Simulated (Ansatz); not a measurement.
# Ti₂C under pressure

Theory: Ansatz 0.2.0, DFT PBEsol, scalar-relativistic, plane waves, PAW. (420 eV cutoff, 8×8×8 k-mesh, Gaussian smearing of 0.10 eV, no spin polarisation)

Reference structure (relaxed):

```xyz
12
Lattice="0.0000 4.2746 4.2746 4.2746 0.0000 4.2746 4.2746 4.2746 0.0000" Properties=species:S:1:pos:R:3 pbc="T T T"
Ti    3.2564    5.2927    5.2927
Ti    3.2564    3.2564    3.2564
Ti    5.2927    5.2927    3.2564
Ti    5.3937    7.4300    5.3937
Ti    7.4300    7.4300    7.4300
Ti    7.4300    5.3937    5.3937
Ti    5.3937    5.3937    7.4300
Ti    5.2927    3.2564    5.2927
C     5.3432    5.3432    5.3432
C     5.3432    3.2059    3.2059
C     3.2059    3.2059    5.3432
C     3.2059    5.3432    3.2059
```

Cell and atoms are relaxed at each pressure within the symmetry of the start, at zero temperature, so transitions that lower the symmetry aren't seen. The k-mesh given is that at zero pressure and may differ at others. a, b and c are the lengths of the cell vectors above.

```csv
P (GPa),V (Å³/atom),V/V0,a (Å),b (Å),c (Å)
-1,13.10,1.007,6.059,6.059,6.059
0,13.02,1.000,6.045,6.045,6.045
1,12.93,0.993,6.032,6.032,6.032
4,12.69,0.975,5.994,5.994,5.994
12,12.15,0.933,5.907,5.907,5.907
25,11.44,0.879,5.790,5.790,5.790
```

Question: What bulk modulus and pressure derivative fit these points?

Answer: A third-order Birch–Murnaghan fit gives B0 = 152 GPa and B0' = 3.7.